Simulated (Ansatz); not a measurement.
AlBO₃: zone-centre modes at 45.3 GPa

Method: DFT PBEsol, scalar-relativistic, plane waves, PAW in Ansatz. Plane waves to 420 eV; Γ-centred k mesh 12×12×12; Fermi-Dirac smearing of 0.15 eV. No spin polarisation. Phonons by linear response, acoustic sum rule imposed.

The cell is fixed (symmetry leaves no force on the atoms) and stands under 45.3 GPa:
```
Al B O
1.0
     3.14570    0.00000    0.00000
     0.00000    3.14570    0.00000
     0.00000    0.00000    3.14570
Al B O
1 1 3
Direct
  0.00000 0.00000 0.00000
  0.50000 0.50000 0.50000
  0.50000 0.50000 0.00000
  0.50000 0.00000 0.50000
  0.00000 0.50000 0.50000
```

Its imaginary modes show that this cell, the ideal cubic perovskite prototype, isn't a minimum of the energy. In a metal, frequencies and elastic constants depend on the k mesh and the smearing, soft modes and shear constants most. A semilocal functional can close a gap that the real compound has.

Optical modes at Γ; i marks an imaginary frequency:
```tsv
frequency (cm⁻¹)	degeneracy
484i	3
380i	3
230	3
810	3
```

6 of the 12 optical modes are unstable, so the structure is a saddle point of the energy and would distort without enlarging its cell.

Cost: 1 run of about 2.1 core-minutes, on Intel Xeon Processor @ 2.50GHz (Skylake/Cascade Lake) (shared hosts).